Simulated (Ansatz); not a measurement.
AlP (zinc blende), relaxed with HSE06 (Ansatz, an electronic-structure program, plane waves, PAW): a = 5.475 Å, b = 5.475 Å, c = 5.475 Å, α = 90.00°, β = 90.00°, γ = 90.00°.

| Quantity | Value |
|---|---|
| gap (eV) | 2.28 |
| B₀ by P(V) fit (GPa) | 90.8 |

Task: The same phase is relaxed and computed with LDA in the same code. What are the cell and these values now?

Result: a = 5.434 Å, b = 5.434 Å, c = 5.434 Å, α = 90.00°, β = 90.00°, γ = 90.00°.

gap (eV): 1.42
B₀ by P(V) fit (GPa): 89.9

All cells were relaxed under the symmetry of their starts (and spin orders); stability against distortions was not tested throughout.

Potentials: the earlier of the program's two PAW sets. The files were generated under PBE; for other functionals the program regenerates the frozen cores, and for LDA and PBEsol the local potential too.

Ansatz is a plane-wave DFT program.
